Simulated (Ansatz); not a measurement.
An Ansatz (an electronic-structure program) input:

Ansatz 0.2 input:
```yaml
crystal:
  lattice:
    - [-1.5694868091, 1.5694868091, 1.5694868091]
    - [1.5694868091, -1.5694868091, 1.5694868091]
    - [1.5694868091, 1.5694868091, -1.5694868091]
  atoms:
    - { symbol: Pt, position: [0.0, 0.0, 0.0] }
kpoints:
  mp_grid: { grid: [13, 13, 13] }
  band_path:
    path:
      - [[0.0, 0.0, 0.0], [0.5, -0.5, 0.5], [0.0, 0.0, 0.5], [0.0, 0.0, 0.0], [0.25, 0.25, 0.25], [0.5, -0.5, 0.5]]  # Γ-H-N-Γ-P-H
      - [[0.25, 0.25, 0.25], [0.0, 0.0, 0.5]]  # P-N
    npoints: 12
hamiltonian:
  xc: r2scan
  pseudopotentials: { kind: paw }
magnetization: { noncollinear: true, spin_orbit: true }
scf:
  n_extra_bands: 12
  convergence: { dr2_threshold: 0.0000000001 }
  occupations: { method: gaussian, width: 0.05 }
output: { eigenvalues: true }
```

Q: How many symmetry operations and irreducible k-points will the run report?

A: 48 operations, 84 of 2197 k-points.

Q: With a cutoff of 500 eV, how many plane waves at Γ?

A: 381.

It took roughly 25 core-seconds on shared server cores.

Space group Im-3m (bcc (W type)). The workflow started from a Materials Project entry (that database holds measured and hypothetical structures alike); the Crystallography Open Database copy checked does not list it. It is not the phase usual at ambient conditions (space group No. 225). Symmetry was held in the r²SCAN relaxation. At this level the phase is mechanically unstable. No spin polarisation was allowed.

Potentials: the later of the program's two PAW sets.

Ansatz is a plane-wave DFT program.
